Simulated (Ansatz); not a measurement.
MgS: how the free axis answers a strain

MgS, Fm-3m, a = 5.182 Å. Ansatz: PBEsol, PAW, 420 eV, Γ-centred 6×6×6 mesh on 4 atoms, Gaussian smearing 0.02 eV; no spin polarisation. Series: uniaxial strain along a, with b, c and atoms relaxed; x is the strain in per cent. The axes a, b, c are those of the computed cell (3.664, 3.664, 5.182 Å), along [1 1 0], [-1 1 0], [0 0 1] of the cell named above. y is the change of c in per cent of 5.182 Å.

```tsv
x (%)	y (%)
-6.0	?
-4.0	0.72
-2.0	0.38
0.0	0.00
2.0	-0.46
4.0	-0.92
6.0	-1.40
```

Question: Fit y = c1 x + c2 x² to the other rows, say what c1 measures, and predict the missing y.

Answer: Least squares on the rows shown. y = −0.2036 x − 0.005405 x². So −c1 = 0.204 is Poisson's ratio for this pair of axes. With a term in x³ added, the coefficient of x becomes -0.2127, 4 % more, which shows how far this figure hangs on the form. At x = -6.0 the fit asked for gives 1.03 %. The run gave 1.02 %, so the fit is 0.01 % too high, within the rms miss on the fitted rows (0.02 %).